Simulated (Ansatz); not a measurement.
## Al2GaP3 (P6_3mc) at 2 levels of theory

One geometry, relaxed with PBE; plane waves with PAW potentials in Ansatz, scalar-relativistic. No spin polarisation. Gaps are the least over mesh and band path; pressure is positive in compression.

```cif
data_structure
_symmetry_space_group_name_H-M 'P 1'
_symmetry_Int_Tables_number 1
_cell_length_a 3.8859
_cell_length_b 3.8859
_cell_length_c 19.1646
_cell_angle_alpha 90.000
_cell_angle_beta 90.000
_cell_angle_gamma 120.000
_cell_volume 250.62
loop_
_atom_site_label
_atom_site_type_symbol
_atom_site_fract_x
_atom_site_fract_y
_atom_site_fract_z
_atom_site_occupancy
Al1 Al 0.33333 0.66667 0.00002 1
Al2 Al 0.33333 0.66667 0.66649 1
Al3 Al 0.66667 0.33333 0.16649 1
Al4 Al 0.66667 0.33333 0.50002 1
Ga1 Ga 0.33333 0.66667 0.33366 1
Ga2 Ga 0.66667 0.33333 0.83366 1
P1 P 0.33333 0.66667 0.12487 1
P2 P 0.33333 0.66667 0.45862 1
P3 P 0.33333 0.66667 0.79133 1
P4 P 0.66667 0.33333 0.29133 1
P5 P 0.66667 0.33333 0.62487 1
P6 P 0.66667 0.33333 0.95862 1
```

```tsv
level	cutoff (eV)	k mesh	gap (eV)	pressure (GPa)
PBE	420	12×12×2	1.52	0.0
```

Question: What comes out on the same cell with r2SCAN?

Answer:
```csv
level,cutoff (eV),k mesh,gap (eV),pressure (GPa)
r2SCAN,500,12×12×2,1.83,-1.7
```

It was reached by relaxing an invented guess, and it needn't be the stable form of this composition.
